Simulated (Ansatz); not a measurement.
A geometry of TaN away from equilibrium: the start of the relaxation of a generated cell, TaN placed in the NbAs structure type. These are PBE (plane waves to 420 eV, PAW, scalar-relativistic; Ansatz, an electronic-structure program) values and carry that method's errors. Γ-centred k-mesh 12×12×12 on the run's cell (coarser than for final values), Fermi–Dirac smearing 0.05 eV.

```xyz
4
Lattice="-1.3756 1.3756 4.6572 1.3756 -1.3756 4.6572 1.3756 1.3756 -4.6572" Properties=species:S:1:pos:R:3 pbc="T T T"
Ta     0.0000     0.0000     4.6572
Ta     1.3756     0.0000     2.3286
N      0.0000     0.0000     8.5320
N      0.0000     1.3756     1.5462
```

Question: Predict the force on each atom, in eV/Å.

Answer: 
| atom | Fx | Fy | Fz |
|---|---|---|---|
| Ta1 | 0.00 | 0.00 | -0.70 |
| Ta2 | 0.00 | 0.00 | -0.70 |
| N3 | 0.00 | 0.00 | 0.70 |
| N4 | 0.00 | 0.00 | 0.70 |

Question: What is the pressure?

Answer: +115 GPa, compression positive.

Question: How much energy per atom can still be gained by relaxing?

Answer: 0.65 eV/atom; the path ends in I4₁md (No. 109).

No spin polarisation in the result.

The run could not lose the symmetry of its start, so the end can be a saddle point.

The end of the path is a generated cell of TaN: the first start was made by placing the elements on the sites of a structure type, and the end was not matched to a known phase here, so it may be hypothetical. Known forms of TaN include space group No. 225.
